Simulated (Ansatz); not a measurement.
BN:
```yaml
crystal:
  lattice:
    - [0.00000, 1.80485, 1.80485]
    - [1.80485, 0.00000, 1.80485]
    - [1.80485, 1.80485, 0.00000]
  atoms:
    - { symbol: N, position: [0.75000, 0.75000, 0.75000] }
    - { symbol: B, position: [0.00000, 0.00000, 0.00000] }
```

x, y and z are the axes in which the lattice vectors are written.

Q: Give the high-frequency dielectric tensor and the Born effective charge tensors of the independent atoms from DFPT, plane-wave PAW r²SCAN (Ansatz code).

A: 
ε∞:
```
4.45  0.00  0.00
0.00  4.45  0.00
0.00  0.00  4.45
```
Z* of atom 1 (N), rows: field, columns: displacement, in e:
```
-1.98   0.00   0.00
 0.00  -1.98   0.00
 0.00   0.00  -1.98
```
Z* of atom 2 (B), rows: field, columns: displacement, in e:
```
1.98  0.00  0.00
0.00  1.98  0.00
0.00  0.00  1.98
```

Static charges for comparison (Bader): N1 -2.26, B2 +2.26 e. Born charges measure polarisation by displacement and can exceed these by far.

Space group F-43m (zinc blende). The cell was relaxed with r²SCAN under the symmetry of its start; phonons on a q-mesh show no instability.

Potentials: the later of the program's two PAW sets.
